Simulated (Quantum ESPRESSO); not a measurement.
TlAsF6 is modelled in the trigonal space group R-3, hexagonal axes (No. 148), Pearson symbol hR8. Lattice parameters: a = b = 7.6192 Å, c = 7.6793 Å, α = β = 90.00°, γ = 120.00°. F on 18f is coordinated by 1 As at 1.767 Å. As on 3b is coordinated by 6 F at 1.767 Å (octahedral). Tl on 3a sees no neighbour by this rule. (Neighbours: up to the widest gap in distance over summed covalent radii, below 1.35, at either atom; cation-cation contacts left out.)
(The calculation used a cell of 8 atoms; values per cell refer to that cell.)

Cell and atoms were relaxed with PBE+D3(BJ) from Materials Project entry mp-555911, within its symmetry.

**Question.** What does PBEsol (pw.x of Quantum ESPRESSO, ONCV potentials, without SOC) give for the electronic structure near the Fermi level?

**Answer.** The PBEsol gap is indirect, 4.70 eV, from 50 % of the way from L to Z to L; the smallest direct gap is 4.79 eV. Spin-orbit coupling is left out; with 6p states at a band edge it can lower the gap by many tenths of an eV, most of a small gap.

The structure is a Materials Project entry; no match was found in the copy of COD used, and its stability was not checked.
